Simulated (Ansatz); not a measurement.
## Ba: from a starting cell to a relaxed one

The start is a relaxed Ba cell, doubled along one cell vector, shaken by Gaussian noise of σ = 0.08 Å a coordinate. Cell shape, volume and atoms are optimised at zero target pressure with r2SCAN (plane waves to 500 eV, PAW, scalar-relativistic; Ansatz, a program for electronic structure). First-step values are on the input's coarse k-mesh.

Ansatz input (later rounds restart from its end on a renewed k-mesh):
Ansatz 0.2 input:
```yaml
crystal:
  lattice:
    - [3.9082478708, 0, 0]
    - [0, 3.9082478708, 0]
    - [0, 0, 7.8164957416]
  atoms:
    - { symbol: Ba, position: [0.0120604209, -0.0244268568, 0.0135618361] }
    - { symbol: Ba, position: [-0.0252078411, 0.0362072486, 0.4982653133] }
basis: { ecutwfc: 500, ecutrho_ratio: 4, xc_grid: 4, fft_grid_basis: typed }
kpoints: { mp_grid: { grid: [8, 8, 4] } }
hamiltonian:
  xc: r2scan
  dispersion: none
  pseudopotentials: { azcp: { folder: ./paw }, kind: paw }
scf: { occupations: { method: fermi_dirac, width: 0.05 } }
relax: { f_tol: 0.01, max_steps: 100, cell: { stress_tol: 0.02 } }
output: { forces: true, stress: true }
```

- Largest initial force: 0.19 eV/Å, on Ba1, Ba2 (atoms numbered as listed)
- Energy released: 0.25 eV/atom
- Volume change: +9.1 %, from 59.70 to 65.13 Å³/atom
- Relative to the parent: It does not go back: it reaches Im-3m (No. 229), bcc (W type), 0.24 eV/atom below the parent
- Optimiser moves: 20

Relaxed structure:

Space group Im-3m (No. 229); a = 5.069 Å, b = 5.069 Å, c = 5.069 Å, α = 90.00°, β = 90.00°, γ = 90.00°

| atom | site | symmetry | x | y | z |
|---|---|---|---|---|---|
| Ba | 2a | m-3m | 0.0000 | 0.0000 | 0.0000 |
(The calculation used a cell of 1 atom; values per cell refer to that cell.)

Final values are on a 13×13×13 k-mesh of the relaxed cell. No spin polarisation in the result.

The run could not lose the symmetry of its start.

Of the parent cell (Pm-3m (No. 221)): it is a generated cell of Ba: the first start was made by placing the elements on the sites of a structure type, and the end was not matched to a known phase here, so it may be hypothetical. Known forms of Ba include space group No. 229.
